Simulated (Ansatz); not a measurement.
# Two-dimensional strain map in Si

Level of theory: DFT LDA, scalar-relativistic, plane waves, PAW (Ansatz 0.2.0). Settings: plane waves to 420 eV, k-mesh 24×24×14 (Γ-centred), Gaussian smearing 0.15 eV. No spin polarisation. Energies are free energies at this smearing, counted from the undisturbed cell; pressure is positive in compression.

The starting cell (relaxed at this level; this form isn't the usual structure):

```xyz
2
Lattice="2.6511 0.0000 0.0000 -1.3255 2.2959 0.0000 0.0000 0.0000 4.5417" Properties=species:S:1:pos:R:3 pbc="T T T"
Si    0.0000    1.5306    1.1354
Si    1.3255    0.7653    3.4063
```

The cell is strained by p along both x and y and by q along z, fractional coordinates fixed. Points are written (p, q).

Energy above the undisturbed cell in meV/atom (a dash: not computed):

```
 p \ q  -0.030  -0.015  0.000  0.015  0.030
-0.030    35.9    26.8   21.1   17.8   16.5
-0.015    15.4     8.4    5.3    5.2    7.1
 0.000     5.3     1.3    0.0    2.1    6.8
 0.015     3.4     2.9    4.3    8.0   14.6
 0.030     8.4    11.3   16.0   22.2   30.3
```

Pressure in GPa:

| p \ q | -0.030 | -0.015 | 0.000 | 0.015 | 0.030 |
| --- | --- | --- | --- | --- | --- |
| -0.030 | 10.4 | 8.5 | 6.8 | 5.2 | 3.8 |
| -0.015 | 6.3 | 4.6 | 3.1 | 1.7 | 0.5 |
| 0.000 | 2.9 | 1.3 | 0.0 | -1.3 | -2.4 |
| 0.015 | -0.1 | -1.5 | -2.7 | -3.9 | -4.9 |
| 0.030 | -2.6 | -3.8 | -5.0 | -6.1 | -7.0 |

Cost: 25 runs of about 2.5 core-minutes in all, on Intel Xeon Platinum 8259CL (Skylake/Cascade Lake) (shared hosts).